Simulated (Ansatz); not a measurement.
**A trial form of MgCl6**

Method: DFT PBE, scalar-relativistic, plane waves, PAW (Ansatz). Cutoff 420 eV, Gaussian smearing, Γ-centred meshes. Cell and atoms relax first on a coarse mesh and then on a finer one. In between, the cell is made exact in the group found at 0.06 Å. In metals the finer mesh still leaves noise of several meV/atom or more. The steps can't lower the symmetry of their start. No spin polarisation.

The guess for MgCl6 was made by a generator: random cell by space group and Wyckoff sites (Fm-3m, No. 225). Its size is a rough estimate.

```cif
data_structure
_symmetry_space_group_name_H-M 'P 1'
_symmetry_Int_Tables_number 1
_cell_length_a 6.4737
_cell_length_b 6.4737
_cell_length_c 6.4737
_cell_angle_alpha 60.000
_cell_angle_beta 60.000
_cell_angle_gamma 60.000
_cell_volume 191.84
loop_
_atom_site_label
_atom_site_type_symbol
_atom_site_fract_x
_atom_site_fract_y
_atom_site_fract_z
_atom_site_occupancy
Mg1 Mg 0.00000 0.00000 0.00000 1
Cl1 Cl 0.27014 0.72986 0.72986 1
Cl2 Cl 0.72986 0.27014 0.27014 1
Cl3 Cl 0.72986 0.27014 0.72986 1
Cl4 Cl 0.27014 0.72986 0.27014 1
Cl5 Cl 0.72986 0.72986 0.27014 1
Cl6 Cl 0.27014 0.27014 0.72986 1
```

Energies over the elements count from the elements' standard structures at the same level (Cl₂ as a molecule), with no fitted energy shifts.

**Question.** Which structure results?

**Answer.** The symmetry stays Fm-3m (No. 225). The volume per atom grows by 8.1 %, from 27.4 to 29.6 Å³. The shortest distance goes from 2.47 Å (Mg–Cl) to 2.45 Å (Mg–Cl). Conventional cell: a = 9.395 Å. Around Mg lie 6 Cl at 2.45 Å; Cl has 1 Mg at 2.45 Å.

Space group Fm-3m (No. 225). a = 9.395 Å, b = 9.395 Å, c = 9.395 Å, α = 90.00°, β = 90.00°, γ = 90.00°
```json
{"atom": "Mg", "site": "4a", "symmetry": "m-3m", "x": "0.0000", "y": "0.0000", "z": "0.0000"}
{"atom": "Cl", "site": "24e", "symmetry": "4m.m", "x": "0.7395", "y": "0.0000", "z": "0.0000"}
```

**Question.** Give its energy and gap.

**Answer.** The formation energy is −0.23 eV/atom and the gap on the 8×8×8 mesh of the 7-atom cell is 0 eV (a metal).

A negative formation energy is needed for stability but isn't enough: competing phases decide.

The last run used Gaussian smearing of 0.10 eV. No dispersion correction is applied, so the spacing and binding between layers, chains or molecules are poorly described. The cell is a metal run without spin; a magnetic state may lie lower. Symmetry constrained the relaxation, so the result can be a saddle point. In all, the 3 runs took 66 s on 1 thread of Arm Neoverse V1 (shared host).
